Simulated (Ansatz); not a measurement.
## Random displacements in Ta₂O₅

Theory: DFT r2SCAN, scalar-relativistic, plane waves, PAW (Ansatz 0.2.0). Settings: plane waves to 500 eV, k-mesh 8×8×4 (Γ-centred), Gaussian smearing 0.05 eV. Spin–orbit coupling is left out, which can shift energies with elements as heavy as these. No spin polarisation. Energies are free energies at this smearing, counted from the undisturbed cell; pressure is positive in compression.

Zero of the scan (relaxed at this level; it needn't be the usual structure):

```
Ta O
1.0
     3.66565    0.00000    0.00000
     0.00000    3.85735    0.00000
     0.00000    0.00000    6.45619
Ta O
2 5
Direct
  0.50000 0.00000 0.50000
  0.00000 0.00000 0.00000
  0.50000 0.50000 0.50000
  0.00000 0.00000 0.67967
  0.00000 0.50000 0.00000
  0.50000 0.00000 0.00000
  0.00000 0.00000 0.32033
```

The atoms are displaced (Å, in the unstrained cell):

| atom | ux | uy | uz |
| --- | --- | --- | --- |
| Ta1 | 0.031 | -0.084 | 0.391 |
| Ta2 | -0.062 | 0.299 | 0.267 |
| O3 | -0.005 | -0.678 | -0.161 |
| O4 | 0.126 | 0.155 | 0.043 |
| O5 | -0.508 | -0.028 | -0.205 |
| O6 | 0.277 | 0.153 | 0.049 |
| O7 | 0.142 | 0.183 | -0.384 |

Strain (Voigt, engineering shear): (0.0635, 0.0415, 0.0558, -0.0099, 0.0152, 0.0226).

(1) What are the energy change, the stress and the forces?

Results:

(1) ΔE = 1570.8 meV/atom; stress (xx, yy, zz, yz, xz, xy; compression positive) (10.82, 39.88, 50.74, -18.90, 7.43, 3.77) GPa.
```csv
atom,Fx (eV/Å),Fy,Fz
Ta1,-0.36,-13.93,8.05
Ta2,9.08,-0.33,-22.74
O3,0.32,16.67,-6.04
O4,0.62,-1.93,-2.12
O5,2.71,5.32,-0.14
O6,-15.52,-3.23,-2.02
O7,3.16,-2.56,25.01
```

Cost: 1 run of about 1.7 core-minutes, on Intel Xeon Platinum 8488C (Sapphire Rapids) (shared hosts).